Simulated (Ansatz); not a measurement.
Here is the system:

ZnHgTe2:
```
ZnHgTe2
1.0
    2.22170     1.28270     7.27643
   -2.22170     1.28270     7.27643
    0.00000    -2.56540     7.27643
Zn Hg Te
1 1 2
Direct
  0.49896   0.49896   0.49896
  0.00193   0.00193   0.00193
  0.12991   0.12991   0.12991
  0.61921   0.61921   0.61921
```

This is the PBEsol-relaxed structure.

**Question.** All from plane-wave PAW PBEsol (Ansatz code), unless another level is named. Predict the electronic character.

**Answer.** no gap, with almost no states at the Fermi level (zero-gap or semimetallic).

**Question.** Next, the formation energy from the elements (no fitted shifts)?

**Answer.** -0.25 eV/atom.

Space group R3m. The first step of the workflow began from a Materials Project structure, measured or hypothetical; the Crystallography Open Database copy checked does not list it. Whether it is the stable phase at ambient conditions was not checked. The PBEsol relaxation kept the symmetry of its start; whether a distortion lowers the energy is not shown. The references are the lowest solids computed at this level, not always the standard phases. Spin–orbit coupling is left out wherever it is not named.

Potentials: the later of the program's two PAW sets.
